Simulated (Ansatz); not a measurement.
Data sheet: Se (DFT)

Se:
```yaml
crystal:
  lattice:
    - [0.00000, 3.11090, 3.11090]
    - [3.11090, 0.00000, 3.11090]
    - [3.11090, 3.11090, 0.00000]
  atoms:
    - { symbol: Se, position: [0.00000, 0.00000, 0.00000] }
    - { symbol: Se, position: [0.25000, 0.25000, 0.25000] }
```

Space group Fd-3m (No. 227), diamond; conventional cell a = b = c = 6.2218 Å, α = β = γ = 90.00°.

Method: DFT-PBEsol in the program Ansatz with PAW potentials. Geometry: relaxed at this level of theory. Other levels are named where they apply.

### Cell and energy

```
Quantity              Value
---------------  ----------
Volume per atom    30.11 Å³
Density          4.36 g/cm³
```

### Electronic structure

```
Quantity                                                                    Result
------------------------------------  --------------------------------------------
Electronic character                                             metallic (no gap)
Density of states at the Fermi level  0.96 states/eV per atom (mean over ±0.08 eV)
Gap with spin–orbit coupling                                       none (metallic)
```

### Mechanics

```
Property                              Result
----------------------------------  --------
Bulk modulus (Birch–Murnaghan fit)  43.7 GPa
Pressure derivative B′                   4.1
```

### Phonons

```
Quantity                                         Result
---------------------  --------------------------------
Zone-centre stability  unstable, softest mode 239i cm⁻¹
```

The start of the workflow was typed in or built on a structure type; neither database checked (COD, Materials Project) lists it. It is not the phase usual at ambient conditions (space group No. 152). Symmetry was held in the PBEsol relaxation. The volume moved by 22 % from the start of the relaxation. As this level gives no gap, phonon frequencies hold no LO–TO term and depend on the k-mesh and smearing (Fermi–Dirac, 0.1 eV here). Spin–orbit coupling is left out wherever it is not named.

Potentials: the later of the program's two PAW sets.
